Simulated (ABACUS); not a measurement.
Set-up for a self-consistent single point of AlGaN2 (Pmm2, 4 atoms in the cell; from Materials Project mp-1008556, changed as shown).

```xyz
4
Lattice="3.1678 0.0000 0.0000 0.0000 3.1365 0.0000 0.0000 0.0000 4.4176" Properties=species:S:1:pos:R:3 pbc="T T T"
Al     1.5839     1.5682     2.2088
Ga     0.0000     0.0000     0.0000
N      1.5839     0.0000     3.2614
N      0.0000     1.5682     1.1563
```

All values come from this method and carry its errors: LDA (PW92), PseudoDojo 0.4 standard norm-conserving LDA (tails mended) pseudopotentials (plane waves; ABACUS).

ABACUS settings:

- KPT: Gamma 10 10 6 0 0 0
- basis_type: pw
- dft_functional: PWLDA
- ecutwfc: 84 Ry
- smearing_method: fixed
- potentials: PseudoDojo 0.4 standard norm-conserving LDA (tails mended)
- symmetry: 1
- symmetry_prec: 1e-05
- ks_solver: dav
- scf_nmax: 100
- scf_thr: 1.0e-09 Ry
- mixing_type: pulay

Results:

Number of valence electrons: 26
Number of bands: 23
Number of k-points after the program's reduction: 144
Number of plane waves (most at a k-point): 3890
Number of SCF iterations: 9
FFT grid: 36 × 36 × 50
Free energy E − TS: -2710.6666 eV
Top of the valence band (on the code's own zero): 8.50 eV
Gap on the k-point mesh: 2.82 eV
Pressure: -6.70 GPa
Largest force (vector length): 0.224 eV/Å

Forces (eV/Å):
```tsv
atom	Fx	Fy	Fz
Al1	0.000	0.000	-0.069
Ga2	0.000	0.000	-0.079
N3	0.000	0.000	0.224
N4	0.000	0.000	-0.077
```

Stress (GPa, positive for compression):
```
-8.87   0.00   0.00
 0.00  -4.89   0.00
 0.00   0.00  -6.34
```

The gap is read on the k-point mesh of the run and can differ from the gap over the whole zone at this level.

For comparison: a first run was changed to give this one (lattice vector a scaled by 1.01), and from it to this one the free energy rises by 4.7 meV/atom, the pressure goes from -4.90 to -6.70 GPa, the largest force goes from 0.160 to 0.224 eV/Å and the gap on the mesh goes from 2.915 to 2.823 eV.

The structure comes from a collection of computed structures, made at another level of theory; the collection holds predicted forms beside known ones. Its lattice was then scaled.

Cost on one core: about 5 core-minutes (a rough figure).

“Tails mended”: in these copies of the files the far tail of each local potential was reset to the Coulomb form.
